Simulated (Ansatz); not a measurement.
Given:

HfS2 (CdI2 type)

```cif
data_HfS2
_chemical_formula_sum 'Hf1 S2'
_space_group_name_H-M_alt 'P-3m1'
_space_group_IT_number 164
_space_group_name_Hall '-P 3 2"'
_cell_length_a 3.60570
_cell_length_b 3.60570
_cell_length_c 5.76763
_cell_angle_alpha 90.000
_cell_angle_beta 90.000
_cell_angle_gamma 120.000
loop_
_atom_site_label
_atom_site_type_symbol
_atom_site_symmetry_multiplicity
_atom_site_Wyckoff_symbol
_atom_site_fract_x
_atom_site_fract_y
_atom_site_fract_z
_atom_site_occupancy
Hf1 Hf 1 a 0.00000 0.00000 0.00000 1
S1 S 2 d 0.33333 0.66667 0.25252 1
```

This relaxed cell (volume V₀) is scaled evenly in all directions, its shape held. The atoms relax within the cell's symmetry.

Computed with PBE-D3(BJ) (plane waves to 420 eV, PAW, scalar-relativistic; Ansatz, a first-principles code). k mesh 11×11×6 (Γ-centred), Fermi-Dirac smearing 0.05 eV. E stands for the smeared free energy. Compression counts positive. With the shape held, the modulus is that of even scaling; a crystal free to change shape is softer. HfS2 is run without spin polarisation. HfS2 was relaxed with its symmetry unable to fall. Spin-orbit coupling is left out, though Hf is heavy. ΔE is measured from the relaxed starting cell.

The scan covers V/V₀ from 0.840 to 1.160 in 9 points.

Task: What is the fitted pressure derivative B₀′?

Result: 4.2.

Task: What bulk modulus at fixed cell shape B₀ follows from a third-order Birch-Murnaghan fit?

Result: 46.2 GPa.

(Under strain, the slope of the energy per volume gives the stress and its curvature an elastic modulus.)
